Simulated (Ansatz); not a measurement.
A relaxation computed with Ansatz, from input to last step.

```yaml
crystal:
  lattice:
    - [-2.0827678716, 2.0827678716, 7.5275139355]
    - [2.0827678716, -2.0827678716, 7.5275139355]
    - [2.0827678716, 2.0827678716, -7.5275139355]
  atoms:
    - { symbol: "Y", position: [0.0, 0.0, 0.0] }
    - { symbol: Al, position: [0.7467938959, 0.7467938959, 0.0] }
    - { symbol: Al, position: [0.2532061041, 0.2532061041, 0.0] }
    - { symbol: Pd, position: [0.5, 0.5, 0.0] }
    - { symbol: Pd, position: [0.8555648171, 0.3555648171, 0.5] }
    - { symbol: Pd, position: [0.3555648171, 0.8555648171, 0.5] }
    - { symbol: Pd, position: [0.1444351829, 0.6444351829, 0.5] }
    - { symbol: Pd, position: [0.6444351829, 0.1444351829, 0.5] }
basis:
  ecutwfc: 420
kpoints:
  mp_grid: { grid: [12, 12, 12] }
hamiltonian:
  xc: pbesol
scf:
  occupations: { method: gaussian, width: 0.1 }
output:
  forces: true
  stress: true
  eigenvalues: true
  write_density: true
  write_potential: true
  elf: true
  volumetric_format: npy
relax:
  adjacent_minimum: "off"
  f_tol: 0.01
  max_steps: 30
  cell: { stress_tol: 0.1, fix: [volume] }
```

```bash
ansatz run input.yaml --threads 2 --pin off --max-ram 5120MiB --backend cpu --events-out ev --progress --plain --runs-dir out
```

The calculation used DFT PBEsol, scalar-relativistic, plane waves, PAW in Ansatz.

The volume is held at 1.06 times that of the relaxed cell.

Of 5 frames 4 are shown, positions in Å and forces in eV/Å; the SCF threshold varies from step to step. Steps run on the plane waves of an earlier cell, with a Pulay correction in the pressure. The basis is chosen afresh for the last frame, the zero of the energies, and at times for earlier ones too; energy and pressure step there, also at an unchanged geometry.

```xyz
8
Lattice="-2.0828 2.0828 7.5275 2.0828 -2.0828 7.5275 2.0828 2.0828 -7.5275" Properties=species:S:1:pos:R:3:forces:R:3 pbc="T T T" step=1 free_energy_over_end_meV_per_atom=0.27 pressure_GPa=-7.91
Y     0.0000    0.0000    0.0000    0.0000    0.0000    0.0000
Al    0.0000    0.0000   11.2430    0.0000    0.0000   -0.0355
Al    0.0000    0.0000    3.8120    0.0000    0.0000    0.0355
Pd    0.0000    0.0000    7.5275    0.0000    0.0000    0.0000
Pd    0.0000    2.0828    5.3530    0.0000    0.0000   -0.0861
Pd    2.0828    0.0000    5.3530    0.0000    0.0000   -0.0861
Pd    2.0828    0.0000    2.1745    0.0000    0.0000    0.0861
Pd    0.0000    2.0828    2.1745    0.0000    0.0000    0.0861
8
Lattice="-2.0811 2.0811 7.5393 2.0811 -2.0811 7.5393 2.0811 2.0811 -7.5393" Properties=species:S:1:pos:R:3:forces:R:3 pbc="T T T" step=2 free_energy_over_end_meV_per_atom=0.02 pressure_GPa=-7.72
Y     0.0000    0.0000    0.0000    0.0000    0.0000    0.0000
Al    0.0000    0.0000   11.2590    0.0000    0.0000   -0.0150
Al    0.0000    0.0000    3.8196    0.0000    0.0000    0.0150
Pd    0.0000    0.0000    7.5393    0.0000    0.0000    0.0000
Pd    0.0000    2.0811    5.3494    0.0000    0.0000    0.0026
Pd    2.0811    0.0000    5.3494    0.0000    0.0000    0.0026
Pd    2.0811    0.0000    2.1899    0.0000    0.0000   -0.0026
Pd    0.0000    2.0811    2.1899    0.0000    0.0000   -0.0026
8
Lattice="-2.0824 2.0824 7.5301 2.0824 -2.0824 7.5301 2.0824 2.0824 -7.5301" Properties=species:S:1:pos:R:3:forces:R:3 pbc="T T T" step=3 free_energy_over_end_meV_per_atom=0.00 pressure_GPa=-7.73
Y     0.0000    0.0000    0.0000    0.0000    0.0000    0.0000
Al    0.0000    0.0000   11.2439    0.0000    0.0000   -0.0103
Al    0.0000    0.0000    3.8163    0.0000    0.0000    0.0103
Pd    0.0000    0.0000    7.5301    0.0000    0.0000    0.0000
Pd    0.0000    2.0824    5.3431    0.0000    0.0000    0.0008
Pd    2.0824    0.0000    5.3431    0.0000    0.0000    0.0008
Pd    2.0824    0.0000    2.1870    0.0000    0.0000   -0.0008
Pd    0.0000    2.0824    2.1870    0.0000    0.0000   -0.0008
8
Lattice="-2.0825 2.0825 7.5292 2.0825 -2.0825 7.5292 2.0825 2.0825 -7.5292" Properties=species:S:1:pos:R:3:forces:R:3 pbc="T T T" step=5 free_energy_over_end_meV_per_atom=0.00 pressure_GPa=-7.73
Y     0.0000    0.0000    0.0000    0.0000    0.0000    0.0000
Al    0.0000    0.0000   11.2412    0.0000    0.0000   -0.0030
Al    0.0000    0.0000    3.8172    0.0000    0.0000    0.0030
Pd    0.0000    0.0000    7.5292    0.0000    0.0000    0.0000
Pd    0.0000    2.0825    5.3426    0.0000    0.0000   -0.0001
Pd    2.0825    0.0000    5.3426    0.0000    0.0000   -0.0001
Pd    2.0825    0.0000    2.1865    0.0000    0.0000    0.0001
Pd    0.0000    2.0825    2.1865    0.0000    0.0000    0.0001
```

It took 4.3 min on 2 threads of AMD EPYC 7R43 64-Core Processor (Zen 3), with other jobs on the host, peak memory 1.2 GiB.